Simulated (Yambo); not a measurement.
Absorption of SrMg2FeH8 (space group P-3m1, No. 164) with and without the electron-hole interaction (Yambo, LDA bands; 6×6×4 mesh, 8 valence and 7 conduction bands, static screening with 67 bands and a 3 Ry block, scissor 1.12 eV, Tamm-Dancoff; field along x). Axes are Cartesian, with cell vectors (Å) (4.47, 0.00, 0.00), (-2.23, 3.87, 0.00), (0.00, 0.00, 6.52).

```
E (eV)  Im ε, BSE  Im ε, independent quasiparticles
------  ---------  --------------------------------
1.05         0.07                              0.05
1.15         0.07                              0.05
1.25         0.08                              0.05
1.35         0.08                              0.05
1.45         0.09                              0.05
1.55         0.10                              0.06
1.65         0.10                              0.06
1.75         0.11                              0.06
1.85         0.12                              0.07
1.95         0.13                              0.07
2.05         0.15                              0.08
2.15         0.16                              0.08
2.25         0.19                              0.09
2.35         0.22                              0.10
2.45         0.27                              0.10
2.55         0.36                              0.12
2.65         0.51                              0.13
2.75         0.65                              0.15
2.85         0.72                              0.19
2.95         0.72                              0.25
3.05         0.76                              0.31
3.15         0.96                              0.39
3.25         1.14                              0.46
3.35         1.21                              0.48
3.45         1.30                              0.54
3.55         1.41                              0.62
3.65         1.47                              0.70
3.75         1.63                              0.77
3.85         1.79                              0.81
3.95         2.11                              0.88
4.05         2.59                              1.00
4.15         3.06                              1.09
4.25         3.62                              1.22
4.35         3.89                              1.37
4.45         4.38                              1.47
4.55         5.19                              1.59
4.65         5.96                              1.80
4.75         7.23                              2.06
4.85         9.05                              2.26
4.95         9.30                              2.44
5.05         8.44                              2.61
5.15         8.01                              2.99
5.25         7.95                              3.35
5.35         8.45                              3.63
5.45         8.72                              4.00
5.55         8.37                              4.63
5.65         7.54                              5.25
5.75         6.65                              5.71
5.85         6.04                              6.49
5.95         5.64                              6.94
6.05         5.54                              7.28
6.15         5.35                              7.20
6.25         5.76                              6.75
6.35         6.30                              6.46
6.45         6.30                              5.84
6.55         6.26                              5.42
6.65         6.49                              5.87
6.75         6.20                              6.65
6.85         5.57                              7.02
6.95         5.16                              7.61
```

The scissor comes from a G0W0 run whose convergence isn't established. Broadening 0.15 eV. The band window holds all transitions up to 7.0 eV. Fine structure above the onset can come from the mesh.

Geometry of the Materials Project entry, not relaxed at this level; primitive cell a = b = 4.469 Å, c = 6.518 Å, α = β = 90.00°, γ = 120.00°.

The structure is a Materials Project entry; no match was found in the copy of COD used, and its stability was not checked.

The runs are not spin-polarised; magnetic order was not tried.
